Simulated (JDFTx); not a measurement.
- surface = WC(1 1 -2 1), W outermost, slab composition W6C5
- bulk = WC, P-6m2, lattice of mp-1894 (not re-optimised)
- slab = 11 atoms in 11 planes, 1x1, 6.2 Å between the outermost planes
- in-plane cell = 4.070 × 4.070 Å, 16.13 Å²
- cell height = 22.5 Å
- sampling = 6×6×1 k mesh, Fermi smearing 0.01 Ha, no spin polarisation

Whether this polymorph is the ambient one wasn't checked.

Profiles through the double layer of this slab, charged, in CANDLE, acetonitrile, 1 M NaCl; PBE, GBRV ultrasoft potentials, plane waves to 20/100 Ha, JDFTx (a modified build). z is the height above the outermost atoms, φ the plane-averaged electrostatic potential energy of an electron (zero in the bulk liquid), ρ_b the bound charge of solvent and ions, s the cavity shape function (0 in the solid, 1 in the liquid).

```csv
z (Å),n (e/Å³),s,φ (eV),ρ_b (10⁻³ e/Å³)
0.90,0.1243,0.00,-1.361,0.00
1.37,0.0327,0.00,-1.024,-0.27
1.83,0.0101,0.01,-0.367,-3.21
2.30,0.0031,0.07,-0.101,-1.93
2.77,0.0009,0.20,-0.051,0.20
3.24,0.0003,0.34,-0.033,0.11
3.71,0.0001,0.48,-0.024,0.00
4.18,0.0000,0.62,-0.017,-0.02
4.65,0.0000,0.76,-0.013,-0.02
5.12,0.0000,0.90,-0.010,-0.02
5.58,0.0000,0.98,-0.008,-0.01
6.05,0.0000,1.00,-0.007,-0.01
6.52,0.0000,1.00,-0.005,-0.01
6.99,0.0000,1.00,-0.004,0.00
7.46,0.0000,1.00,-0.003,0.00
7.93,0.0000,1.00,-0.003,0.00
```

Task: Is the electrode positively or negatively charged, and roughly by how much?

Result: Positively: σ = 3.9 μC/cm² per face. The liquid's bound charge is of the opposite sign overall, and far from the surface φ decays with the screening length (2.1 Å).
